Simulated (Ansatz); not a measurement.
All numbers below come from DFT PBE, scalar-relativistic, plane waves, PAW, and for the lanthanide a 4f-in-core norm-conserving potential (Ansatz). All cells share a 690 eV cutoff and Γ-centred k meshes spaced at most about 0.3 Å⁻¹ (about 0.25 or finer for metals, 2π included). No spin polarisation in the final relaxations.

Temperature and zero-point effects are left out.

Two forms of Li2Sm were relaxed alike.

A.

```
Li Sm
1.0
     1.68475    0.97269    8.02072
    -1.68475    0.97269    8.02072
     0.00000   -1.94539    8.02072
Li Sm
2 1
Cartesian
  0.0000 0.0000 17.2790
  0.0000 0.0000 6.7832
  0.0000 0.0000 12.0311
```

B.

```
Li Sm
1.0
     5.37543    0.00000    0.00000
    -2.68772    4.65526    0.00000
     0.00000    0.00000    6.08110
Li Sm
4 2
Direct
  0.00000 0.00000 0.00000
  0.00000 0.00000 0.50000
  0.33333 0.66667 0.25000
  0.66667 0.33333 0.75000
  0.33333 0.66667 0.75000
  0.66667 0.33333 0.25000
```

Question: Which would you expect to be lower, and how large is the difference?

Answer: A is lower, by 137 meV/atom. A has space group R-3m (No. 166), 26.3 Å³/atom and no gap on its mesh; B has the Ni2In type, space group P6_3/mmc (No. 194), 25.4 Å³/atom and no gap. Counting all near atoms (those within 1.25 times the shortest distance at each site; a plus sign parts nearer from farther groups; a slash parts the counts of unlike sites), A has Li 12, Sm 12 and B has Li 5+6/2+12, Sm 5+6. The lower one is the more open, so pressure narrows the difference. Even the lower one lies +0.11 eV/atom against the reference forms of the elements (uncorrected), so neither is stable at this level. In A, around Li lie 3 Li at 3.15 Å, 6 Li at 3.37 Å and 3 Sm at 3.39 Å; around Sm lie 6 Sm at 3.37 Å and 6 Li at 3.39 Å. In B, Li on a site of symmetry -3m has 2 Li at 3.04 Å, 6 Li at 3.46 Å and 6 Sm at 3.46 Å; Li on a site of symmetry -6m2 is surrounded by 5 Sm at 3.04–3.10 Å and 6 Li at 3.46 Å; around Sm lie 5 Li at 3.04–3.10 Å, 6 Li at 3.46 Å and 6 Sm at 4.34 Å. Both come from invented guesses. A third cell relaxed alike, in P-3m1, lies 4 meV/atom below the lower of the two.

Cells relaxed within their symmetry can be saddle points.

The lanthanide is trivalent by construction, without f bands, f moments or other valences.
